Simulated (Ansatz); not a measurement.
LuSb (rock salt, Fm-3m), r²SCAN in the plane-wave PAW code Ansatz, all energies at zero smearing, with the estimated change up to a 700 eV cutoff added, with one set of potentials and settings (totals compare only within such a set). Cell of 2 atoms (1 Lu, 1 Sb): -21245.272 eV.

```
element                reference phase  E (eV/atom)
-------  -----------------------------  -----------
Lu       P6_3/mmc, 2 atoms in the cell  -14743.6978
Sb           R-3m, 2 atoms in the cell   -6499.1272
```

Formation energy per atom, worked out: (-21245.272 − 1×(-14743.6978) − 1×(-6499.1272))/2 = -1.223 eV/atom (-118 kJ per mol of atoms), at 0 K, without zero-point energy or fitted corrections.

The workflow started from a Materials Project entry (that database holds measured and hypothetical structures alike); the Crystallography Open Database copy checked does not list it. Its standing as an ambient phase is unchecked. The r²SCAN relaxation kept the symmetry of its start; its stability against distortions is not shown here. The references are the lowest solids computed at this level, not always the standard phases. Scalar-relativistic: spin–orbit coupling is off unless named, which matters more the heavier the elements.

Potentials: the later of the program's two PAW sets.
